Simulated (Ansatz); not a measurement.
**Cd₃Hg₂S₅: rattling a relaxed structure**

The cell was found from a structure generator's guess, not taken from experiment.

Level of theory: DFT PBE, scalar-relativistic, plane waves, PAW in Ansatz. Settings: cutoff 420 eV, Γ-centred mesh 12×12×12 on the computed 10-atom cell, Gaussian smearing of 0.01 eV; no spin polarisation.

The cell below (10 atoms, space group R3m (No. 160)) is relaxed within its symmetry.

```
CELL_PARAMETERS angstrom
2.10530 1.21550 17.16962
-2.10530 1.21550 17.16962
0.00000 -2.43099 17.16962
ATOMIC_POSITIONS crystal
Cd 0.99964 0.99964 0.99964
Cd 0.60006 0.60006 0.60006
Cd 0.20061 0.20061 0.20061
Hg 0.80030 0.80030 0.80030
Hg 0.39951 0.39951 0.39951
S 0.94973 0.94973 0.94973
S 0.55020 0.55020 0.55020
S 0.15074 0.15074 0.15074
S 0.75006 0.75006 0.75006
S 0.34916 0.34916 0.34916
```

For the test it was strained at random (σ = 1.5 % a component), the atoms were moved at random (σ = 0.10 Å), and all was relaxed again on a coarse 6×6×6 mesh (in the run’s order of axes) with 0.20 eV smearing, with no symmetry imposed.

Spin–orbit coupling, which can matter for Hg, is left out.

Task: What happens?

Result: It returns, within 1 meV/atom of the unmoved cell on that mesh and with the same symmetry when read at 0.1 Å (P1 at 0.01 Å, so small strains and shifts remain). No instability shows in this cell; modes of other wave vectors, which need another repeat, aren't tested.
